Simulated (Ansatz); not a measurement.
In3Ga: do energies and stresses tell the same story?

Theory: DFT r2SCAN, scalar-relativistic, plane waves, PAW in Ansatz 0.2.0.

Plane waves to 500 eV, a k mesh through Γ of 10×10×10 on the computed 4-atom cell and Gaussian smearing (0.10 eV); no spin polarisation.

Relaxed cell: Fm-3m, a = 7.331 Å, b = 7.331 Å, c = 7.331 Å, α = 90.00°, β = 90.00°, γ = 90.00°, 4 atoms in the primitive cell. Whether it is the stable form of this composition wasn't checked.

Energies at zero smearing and pressures from the stress tensor, at volumes with shape and atoms relaxed:
| V (Å³/atom) | E − E(first) (meV/atom) | P (GPa) |
| --- | --- | --- |
| 23.150 | 0.00 | 3.08 |
| 23.889 | -10.04 | 1.40 |
| 24.627 | -13.09 | 0.03 |
| 25.366 | -10.51 | -1.10 |
| 26.105 | -3.26 | -2.05 |

Check P = −dE/dV between neighbouring volumes, and get the bulk modulus from the pressures alone.

With 1 eV/Å³ = 160.2 GPa:
```tsv
middle V (Å³/atom)	−ΔE/ΔV (GPa)	mean P (GPa)
23.519	2.177	2.240
24.258	0.662	0.718
24.997	-0.559	-0.534
25.736	-1.572	-1.574
```

The two differ by 0.06 GPa at most. The mean of two end pressures misses the average over a step by about ΔV² P″/12, up to 0.03 GPa here; with that taken off 0.04 GPa remains. The stress is the derivative of the free energy, not of the energy at zero smearing, and with free energies 0.00 GPa remains. Around V = 24.627 Å³/atom, the two neighbours give B = −V ΔP/ΔV = 24.627 × 2.50 / 1.478 = 41.7 GPa, against B0 = 40.9 GPa from the Birch–Murnaghan fit of the energies.

Cost: 6 runs of about 2.9 core-minutes in all, on Arm Neoverse V2 (shared hosts).